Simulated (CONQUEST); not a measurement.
A self-consistent single point of BaTiO3 (Amm2, 10 atoms in the cell; from Materials Project mp-5777, changed as shown).

```xyz
10
Lattice="3.9037 0.0000 0.0000 0.0000 5.7252 0.0000 0.0000 0.0000 5.7507" Properties=species:S:1:pos:R:3 pbc="T T T"
Ba     0.0000     2.8626     2.8949
Ba     0.0000     0.0000     0.0196
Ti     1.9518     2.8626     0.1064
Ti     1.9518     0.0000     2.9817
O      1.9518     4.2569     1.3508
O      1.9518     1.4683     1.3508
O      0.0000     2.8626     5.6828
O      1.9518     1.3943     4.2261
O      1.9518     4.3309     4.2261
O      0.0000     0.0000     2.8075
```

Level of theory: LDA (PW92), numerical atomic orbitals double-zeta with polarisation (the shipped basis), PseudoDojo norm-conserving potentials made for LDA (CONQUEST 1.3).

CONQUEST settings:

```
key                                             value
---------------------  ------------------------------
basis                                             DZP
Diag.MPMeshX, Y, Z                              3 3 3
potentials             PseudoDojo norm-conserving LDA
Grid.GridCutoff                                175 Ha
DM.SolutionMethod                              diagon
Diag.kT                                   0.001837 Ha
Diag.GammaCentred                                true
minE.SCTolerance                              1.0e-06
SC.MaxIters                                       100
SC.LinearMixingFactor                             0.3
AtomMove.TypeOfRun                             static
```

### Question
Estimate, at this level of theory: pressure and largest force (vector length).

### Answer
The run gave:

- Pressure = -3.90 GPa
- Largest force (vector length) = 0.291 eV/Å

For comparison: a first run was changed to give this one (lattice vector a scaled by 0.98), and from it to this one the free energy falls by 7.4 meV/atom, the pressure goes from -7.25 to -3.90 GPa and the largest force goes from 0.300 to 0.291 eV/Å.

The program uses no crystal symmetry, so grid and mesh can part values that symmetry would make equal. The atom-centred basis is finite, which shifts total energies, pressures and forces against plane waves. The structure comes from a collection of computed structures, made at another level of theory; the collection holds predicted forms beside known ones.

Cost on one core: around 4 core-minutes (rough).
